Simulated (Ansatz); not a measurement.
Re (diamond, space group No. 227) at seven volumes, the program Ansatz at the r²SCAN level (PAW), scaled uniformly. One row is withheld.

```
V (Å³/atom)  P (GPa)
-----------  -------
20.141         21.69
20.805         13.32
21.469             ?
22.133          0.00
22.797         -5.28
23.461         -9.81
24.125        -13.69
```

Question: Fit the shown pressures and predict the withheld one.

Answer: P = (3/2)B₀(x^(7/2) − x^(5/2))[1 + (3/4)(B′ − 4)(x − 1)] with x = (V₀/V)^(2/3). Least squares on the six rows gives V₀ = 22.133 Å³/atom, B₀ = 190 GPa, B′ = 4.10. At V = 21.469, x = 1.0205 and P = 6.16 GPa. The run itself gave 6.15 GPa.

Space group Fd-3m (diamond). The start of the workflow was typed in or built on a structure type; neither database checked (COD, Materials Project) lists it. It is not the phase usual at ambient conditions (space group No. 194). The cell was relaxed with r²SCAN under the symmetry of its start. At this level the phase is mechanically unstable. No spin polarisation was allowed. Spin–orbit coupling is left out wherever it is not named.

Potentials: the earlier of the program's two PAW sets.
